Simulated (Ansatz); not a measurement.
An Ansatz (a program for electronic structure) input:

Ansatz 0.2 input:
```yaml
crystal:
  lattice:
    - [3.0502131343, 0.0, 0.0]
    - [-1.5251065672, 2.6415620613, 0.0]
    - [0.0, 0.0, 5.4442285065]
  atoms:
    - { symbol: Cd, position: [0.3333333333, 0.6666666667, 0.0267953704] }
    - { symbol: O, position: [0.3333333333, 0.6666666667, 0.420133853] }
    - { symbol: Be, position: [0.6666666667, 0.3333333333, 0.5195940657] }
    - { symbol: O, position: [0.6666666667, 0.3333333333, 0.8034767109] }
kpoints:
  mp_grid: { grid: [8, 8, 4] }
hamiltonian:
  xc: hse06
  pseudopotentials: { azcp: { folder: ./paw }, kind: paw }
scf:
  n_extra_bands: 6
  occupations: { method: fixed }
output:
  eigenvalues: true
  eigenstates:
    e_range: [-9.0, 9.9]
    kpoints:
      - [0.0, 0.0, 0.0]  # VBM
      - [0.0, 0.0, 0.0]  # CBM
```

**Question.** How many symmetry operations and irreducible k-points will the run report?

**Answer.** 6 operations, 35 of 256 k-points.

**Question.** With a cutoff of 420 eV, how many plane waves at Γ?

**Answer.** 859.

It took around 2.8 core-minutes (rough) on shared server cores.

The points marked VBM and CBM come from a semilocal run.

Space group P3m1. The start of the workflow was typed in or built on a structure type; neither database checked (COD, Materials Project) lists it. Whether it is the stable phase at ambient conditions was not checked. Symmetry was held in the r²SCAN relaxation; whether a distortion lowers the energy is not shown.

Potentials: the earlier of the program's two PAW sets. The files were generated under PBE; for other functionals the program regenerates the frozen cores, and for LDA and PBEsol the local potential too.

Ansatz is a plane-wave DFT program.
